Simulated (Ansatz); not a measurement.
The elements of this relaxed trial crystal are hidden behind letters.

```
lattice vectors (Å)
   4.3395    0.0000    0.0000
   0.0000    4.3395    0.0000
   0.0000    0.0000    6.4812
fractional positions
X 0.5000 0.5000 0.5000
Z 0.0000 0.0000 0.0000
Q 0.5000 0.0000 0.7253
Q 0.0000 0.5000 0.2747
Q 0.5000 0.0000 0.2747
Q 0.0000 0.5000 0.7253
```

Level of theory: Ansatz 0.2.0, DFT PBE, scalar-relativistic, plane waves, PAW. The final run on the 6-atom cell used 420 eV, a Γ-centred 10×10×6 mesh, 0.10 eV smearing and no spin polarisation.

```
Space group                                : P4/mmm (No. 123)
Conventional cell                          : a = 4.340 Å, c = 6.481 Å
Volume per atom                            : 20.34 Å³
Density                                    : 4.62 g/cm³
Energy over the elements                   : −0.34 eV/atom
Gap on the 10×10×6 mesh of the 6-atom cell : 0 eV (a metal)
```

Energies are uncorrected and count from the elements' standard states at the same level.

Question: X is a d-block element of period 5, Z is a p-block element of period 5 and Q is a p-block element of period 3. Which elements are they?

Answer: X = Nb, Z = Sn, Q = S, so the formula is NbSnS4. Density times volume gives a mean mass of 4.62 × 20.34/1.6605 = 56.6 u per atom, and this set has 56.6 u. Nb is surrounded by 8 S at 2.62 Å; around Sn lie 8 S at 2.81 Å; S is surrounded by 2 Nb at 2.62 Å, 2 Sn at 2.81 Å and 5 S at 2.92–3.07 Å. Other sets within the hints have nearly the same mass, so mass alone doesn't settle it; this one was computed.

An odd number of electrons in the primitive cell allows no gap without spin; a larger cell or a magnetic state could open one. The cell is a metal run without spin; a magnetic state may lie lower. Symmetry constrained the relaxation, so the result can be a saddle point. Another cell of NbSnS4 relaxed alike, in R-3m, lies 124 meV/atom lower, so this cell isn't the stable form at this level.
